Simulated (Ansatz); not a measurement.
PbI2 (CdI2 type)

```
PbI2
1.0
    4.55901     0.00000     0.00000
   -2.27951     3.94822     0.00000
    0.00000     0.00000     6.97266
Pb I
1 2
Direct
  0.00000   0.00000   0.00000
  0.33333   0.66667   0.27094
  0.66667   0.33333   0.72906
```

Two coordinates are scanned: the volume, and the ratio of the stretch along z (the conventional c axis) to the stretch across it. Atoms keep their fractional coordinates.

Method: PBE-D3(BJ) (plane waves to 420 eV, PAW, scalar-relativistic; Ansatz, an electronic-structure program). k mesh 8×8×5 (Γ-centred), Fermi-Dirac smearing 0.05 eV. The energy includes the smearing's −TS. As the atoms are clamped, bonds stretch with the cell, which overstates energies and stresses. PbI2 was relaxed with its symmetry unable to fall. Spin-orbit coupling is left out, though I and Pb are heavy.

Changes of ΔE (eV/atom) from the point V/V₀ = 1.000, (c/a)/(c/a)₀ = 1.000 when one coordinate moves alone (two changes are said to add if the coupling is within 5 % of the smaller one, nearly so within 20 %):

```json
[
 {"point": "V/V₀ = 1.000, (c/a)/(c/a)₀ = 0.880", "change": "0.01533"},
 {"point": "V/V₀ = 1.000, (c/a)/(c/a)₀ = 0.920", "change": "0.00685"},
 {"point": "V/V₀ = 1.000, (c/a)/(c/a)₀ = 0.960", "change": "0.00172"},
 {"point": "V/V₀ = 0.960, (c/a)/(c/a)₀ = 1.000", "change": "0.00609"},
 {"point": "V/V₀ = 0.973, (c/a)/(c/a)₀ = 1.000", "change": "0.00263"},
 {"point": "V/V₀ = 0.987, (c/a)/(c/a)₀ = 1.000", "change": "0.00064"},
 {"point": "V/V₀ = 1.013, (c/a)/(c/a)₀ = 1.000", "change": "0.00063"},
 {"point": "V/V₀ = 1.027, (c/a)/(c/a)₀ = 1.000", "change": "0.00242"},
 {"point": "V/V₀ = 1.040, (c/a)/(c/a)₀ = 1.000", "change": "0.00530"},
 {"point": "V/V₀ = 1.000, (c/a)/(c/a)₀ = 1.040", "change": "0.00174"},
 {"point": "V/V₀ = 1.000, (c/a)/(c/a)₀ = 1.080", "change": "0.00700"},
 {"point": "V/V₀ = 1.000, (c/a)/(c/a)₀ = 1.120", "change": "0.01583"}
]
```

**Question.** Do the two effects add at V/V₀ = 1.040, (c/a)/(c/a)₀ = 1.080? Give the computed change.

**Answer.** The sum of the single changes is 0.00530 + (0.00700) = 0.01230; the calculation gives 0.01330, so the coupling contributes 0.00100 (under 20 % of the smaller single change, nearly additive).

**Question.** What is the change at V/V₀ = 0.960, (c/a)/(c/a)₀ = 0.960, where both move, and how far is it from the sum?

**Answer.** The sum of the single changes is 0.00609 + (0.00172) = 0.00781; the calculation gives 0.00802, so the coupling contributes 0.00021 (under 20 % of the smaller single change, nearly additive).

(A scan under strain: stresses follow from slopes of the energy per volume, elastic moduli from its curvatures.)
